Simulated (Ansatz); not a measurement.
**BNO3: reading a single point**

```yaml
crystal:
  lattice:
    - [1.78293, -3.99984, 0.00000]
    - [0.00000, 2.39729, -3.66477]
    - [5.37809, 0.00000, 0.00000]
  atoms:
    - { symbol: B, position: [0.00000, 0.00000, 0.00000] }
    - { symbol: B, position: [0.00000, 0.50000, 0.50000] }
    - { symbol: N, position: [0.50000, 0.75000, 0.75000] }
    - { symbol: N, position: [0.50000, 0.25000, 0.25000] }
    - { symbol: O, position: [0.98600, 0.75000, 0.75000] }
    - { symbol: O, position: [0.50000, 0.23600, 0.75000] }
    - { symbol: O, position: [0.01400, 0.26400, 0.75000] }
    - { symbol: O, position: [0.01400, 0.25000, 0.25000] }
    - { symbol: O, position: [0.50000, 0.76400, 0.25000] }
    - { symbol: O, position: [0.98600, 0.73600, 0.25000] }
```

Single point in Ansatz 0.2.0 with PBE, no spin polarisation. Cutoff 420 eV, PAW datasets, 7×7×7 Γ-centred k mesh, fermi-dirac filling (width 0.1 eV).

- Forces: The largest is on O10 (and as large on other atoms): 1.13 eV/Å, components (-0.46, 0.41, 0.95). It makes 92° with the line to a nearest neighbour, B1 at 1.73 Å.
- Electronic structure: It is a metal, with about 9.9 states/eV a cell as the mean within 0.25 eV of the Fermi level, mostly O p (56 %) and N p (43 %).
- Formation energy: 1.34 eV an atom against the elements' usual phases (free molecules for gases, crystals otherwise, with no correction for O₂ or N₂), so at this geometry it isn't bound against them. Relaxing would lower it.
- Stress: The pressure is -15.0 GPa (compression positive), so with the atoms held at these fractions the cell would first shrink; the forces are large, so a full relaxation may end otherwise. The principal stresses -39.6, -2.7, -2.7 GPa differ, so its shape would change too.

Origin: a known structure type with other elements, at an estimated volume, so it need not be a known compound. Caveats: many states at the Fermi level without spin polarisation, so a magnetic state may lie lower.
